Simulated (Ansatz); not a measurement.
Space group Pm-3m (No. 221). a = 4.517 Å, b = 4.517 Å, c = 4.517 Å, α = 90.00°, β = 90.00°, γ = 90.00°
```csv
atom,site,symmetry,x,y,z
Rb,1a,m-3m,0.0000,0.0000,0.0000
Ca,1b,m-3m,0.5000,0.5000,0.5000
H,3c,4/mm.m,0.0000,0.5000,0.5000
```

Equation of state of this RbCaH$_{3}$ structure (not necessarily the ground state), with shape and atoms relaxed at each volume where symmetry leaves them free. All numbers below come from DFT r2SCAN, scalar-relativistic, plane waves, PAW in Ansatz.

Plane waves to 500 eV, a k mesh through Γ of 6×6×6 on the computed 5-atom cell and Gaussian smearing (0.02 eV); no spin polarisation.

```json
{"V (Å³/atom)": "17.327", "E − E(largest V) (meV/atom)": "0.55", "P (GPa)": "1.74", "gap on mesh (eV)": "3.72"}
{"V (Å³/atom)": "17.880", "E − E(largest V) (meV/atom)": "-3.78", "P (GPa)": "0.79", "gap on mesh (eV)": "3.75"}
{"V (Å³/atom)": "18.433", "E − E(largest V) (meV/atom)": "-5.06", "P (GPa)": "-0.03", "gap on mesh (eV)": "3.77"}
{"V (Å³/atom)": "18.986", "E − E(largest V) (meV/atom)": "-3.68", "P (GPa)": "-0.75", "gap on mesh (eV)": "3.79"}
{"V (Å³/atom)": "19.539", "E − E(largest V) (meV/atom)": "0.00", "P (GPa)": "-1.37", "gap on mesh (eV)": "3.80"}
```

Task: Fit a third-order Birch–Murnaghan equation to E(V).

Result: V0 = 18.41 Å³/atom, B0 = 26 GPa, B0' = 3.7.

Cost: 5 runs of about 1.3 core-minutes in all, on AMD EPYC (Zen 3) (shared hosts).